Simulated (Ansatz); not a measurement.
Convergence test, Ga$_{3}$Se

Level of theory: DFT PBE, scalar-relativistic, plane waves, PAW (Ansatz 0.2.0).

```
CELL_PARAMETERS angstrom
4.43246 0.00000 0.00000
0.00000 4.43246 0.00000
0.00000 0.00000 4.43246
ATOMIC_POSITIONS crystal
Ga 0.00000 0.50000 0.50000
Ga 0.50000 0.00000 0.50000
Ga 0.50000 0.50000 0.00000
Se 0.00000 0.00000 0.00000
```

The plane-wave cutoff is 420 eV. The occupation rule is Gaussian smearing, 0.1 eV. The spin treatment is unpolarised.

The atoms are held and the half-step-shifted k-point mesh is swept. Energies are extrapolated to zero smearing and count from the reference run, 10×10×10 Γ-centred mesh, Gaussian smearing 0.1 eV. The cell isn't necessarily relaxed at this level. Pressure is positive in compression.

```tsv
shifted mesh	ΔE (meV/atom)	P (GPa)	irreducible points
4×4×4	-26.0	-1.51	4
6×6×6	?	?	?
8×8×8	-2.50	-0.63	20
```

Fill in the withheld rows.

The withheld rows:

```
shifted mesh  ΔE (meV/atom) P (GPa) irreducible points
       6×6×6          -6.52    -0.76                  10
```

Cost: 3 runs of about 0.11 core-minutes in all, on Intel Xeon Platinum 8259CL (Skylake/Cascade Lake) (shared hosts).